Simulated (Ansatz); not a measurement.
Input:

B:
```cif
data_B6
_chemical_formula_sum 'B6'
_space_group_name_H-M_alt 'P 1'
_space_group_IT_number 1
_cell_length_a 4.14558
_cell_length_b 4.14558
_cell_length_c 4.14558
_cell_angle_alpha 90.000
_cell_angle_beta 90.000
_cell_angle_gamma 90.000
loop_
_space_group_symop_operation_xyz
  'x, y, z'
loop_
_atom_site_label
_atom_site_type_symbol
_atom_site_fract_x
_atom_site_fract_y
_atom_site_fract_z
_atom_site_occupancy
B1 B 0.19489 0.50000 0.50000 1
B2 B 0.80511 0.50000 0.50000 1
B3 B 0.50000 0.19489 0.50000 1
B4 B 0.50000 0.80511 0.50000 1
B5 B 0.50000 0.50000 0.19489 1
B6 B 0.50000 0.50000 0.80511 1
```

This is the r²SCAN-relaxed structure.

Task: All from DFT-r²SCAN in the program Ansatz with PAW potentials, unless another level is named. Estimate the electronic character.

Result: metallic (no gap).

Task: Predict the density of states at the Fermi level.

Result: 0.60 states/eV per atom (mean over ±0.08 eV).

Space group Pm-3m. The start of the workflow was typed in or built on a structure type; neither database checked (COD, Materials Project) lists it. It is not the phase usual at ambient conditions (space group No. 166). Symmetry was held in the r²SCAN relaxation; whether a distortion lowers the energy is not shown.

Potentials: the later of the program's two PAW sets.
